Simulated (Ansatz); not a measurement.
TaN (space group P6/mmm)

```xyz
6
Lattice="5.2017 0.0000 0.0000 -2.6008 4.5048 0.0000 0.0000 0.0000 2.9061" Properties=species:S:1:pos:R:3 pbc="T T T"
Ta     0.0000     0.0000     0.0000
Ta     0.0000     3.0032     1.4531
Ta     2.6008     1.5016     1.4531
N      2.6008     0.0000     0.0000
N      1.3004     2.2524     0.0000
N     -1.3004     2.2524     0.0000
```

The relaxed cell is deformed in two ways at once: its volume V is scaled, and at that volume it is stretched along z (the c axis of the conventional cell) so that c/a changes. Fractional atomic positions are held.

All values below come from PBEsol (plane waves to 420 eV, PAW, scalar-relativistic; Ansatz, an electronic-structure program). k mesh 10×10×16 (Γ-centred), Fermi-Dirac smearing 0.05 eV. Energies are smeared free energies. Stress and pressure are positive under compression. With partly filled bands, the response to shear is sensitive to the k mesh, so small differences along c/a are uncertain. Spin-orbit coupling is left out, though Ta is heavy. TaN is run without spin polarisation. TaN was relaxed with its symmetry unable to fall. This is one of several known forms of TaN; the measured ambient cells at hand have space group No. 189. The zero of ΔE is the relaxed starting cell.

ΔE (meV/atom), with V/V₀ across and (c/a)/(c/a)₀ down:

| (c/a)/(c/a)₀ \ V/V₀ | 0.920 | 0.960 | 1.000 | 1.040 | 1.080 |
|---|---|---|---|---|---|
| 0.880 | 364 | 253 | 191 | 171 | 184 |
| 0.940 | 164 | 79 | 42 | 43 | 76 |
| 1.000 | 84 | 20 | 0 | 17 | 64 |
| 1.060 | 89 | 39 | 32 | 60 | 116 |
| 1.120 | 149 | 110 | 112 | 148 | 210 |

σzz (GPa), with V/V₀ across and (c/a)/(c/a)₀ down:

```tsv
(c/a)/(c/a)₀ \ V/V₀	0.920	0.960	1.000	1.040	1.080
0.880	110.4	82.1	58.4	38.7	22.3
0.940	71.7	46.5	25.8	8.8	-5.1
1.000	40.3	18.0	0.0	-14.6	-26.4
1.060	16.4	-3.5	-19.4	-32.0	-42.1
1.120	-0.1	-18.1	-32.3	-43.5	-52.3
```

Key numbers:

| Property | Result |
|---|---|
| Modulus against c/a change at fixed volume, (3/4V)·∂²E/∂(ln c/a)² (fit, atoms clamped) | 220 GPa |
| Lowest place on the grid | V/V₀ = 1.000, (c/a)/(c/a)₀ = 1.000 (0 meV/atom) |
| Highest place on the grid | V/V₀ = 0.920, (c/a)/(c/a)₀ = 0.880 (364 meV/atom) |

(Under strain, the slope of the energy per volume gives the stress and its curvature an elastic modulus.)
